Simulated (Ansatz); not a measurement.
## Computed sliding energy of a bilayer: MoS2 (2H-MoS2 type, space group P6_3/mmc)

A bilayer cut from bulk MoS2 (2H-MoS2 type, space group P6_3/mmc), in the bulk's stacking and in-plane cell, with 15 Å of vacuum. The upper layer (atoms 4 to 6) slides over the lower.

```
CELL_PARAMETERS angstrom
      3.17320     0.00000     0.00000
      1.58660     2.74807     0.00000
      0.00000     0.00000    24.33016
ATOMIC_POSITIONS crystal
  S  0.33333 0.33333 0.30826
  Mo 0.66667 0.66667 0.37221
  S  0.33333 0.33333 0.43615
  S  0.66667 0.66667 0.56385
  Mo 0.33333 0.33333 0.62779
  S  0.66667 0.66667 0.69174
```

In-plane vectors a = (3.173, 0.000) Å, b = (1.587, 2.748) Å, area 8.72 Å². The shift is s times the vector a (length 3.173 Å), so s = 1 restores the start. Atoms relax along the normal only. γ = [E(shift) − E(0)] / area.

Calculation: r2SCAN+rVV10 (plane waves to 500 eV, PAW, scalar-relativistic; Ansatz, a program for electronic structure). k mesh 12×12×1 (Γ-centred), Fermi-Dirac smearing 0.05 eV. E is the zero-smearing estimate. Forces were relaxed to 0.02 eV/Å only, which leaves the soft interlayer gap uncertain by some hundredths of an Å. MoS2 is run without spin polarisation. MoS2 was relaxed with its symmetry unable to fall. The PAW data are Ansatz's earlier set. The zero of γ is zero shift.

```csv
s,γ (mJ/m²),gap between the layers (Å)
0.000,0,3.11
0.083,9,3.11
0.167,28,3.20
0.250,51,3.31
0.333,70,3.41
0.417,81,3.46
0.500,85,3.47
0.583,81,3.46
0.667,70,3.41
0.750,51,3.31
0.833,28,3.20
0.917,9,3.11
```

What the scan shows:

| Property | Result |
|---|---|
| Highest computed γ on the line | 85 mJ/m² |
| Position of the highest point | s = 0.500 |
| Local minima between the ends | no computed point is one |
| Steepest slope dγ/d(shift) before the first maximum (spline) | 0.87 GPa |
| Stacking at the highest point | no atom directly above another |
| Stacking at the lowest point | s = 0.000, Mo above S, S above Mo |
| Rise of the interlayer gap from the lowest to the highest point | 0.4 Å |

The 12 points together took around 70 core-minutes (rough).

(The slope of γ gives the shear force per area between the displaced halves; near zero shift its curvature is an elastic stiffness.)
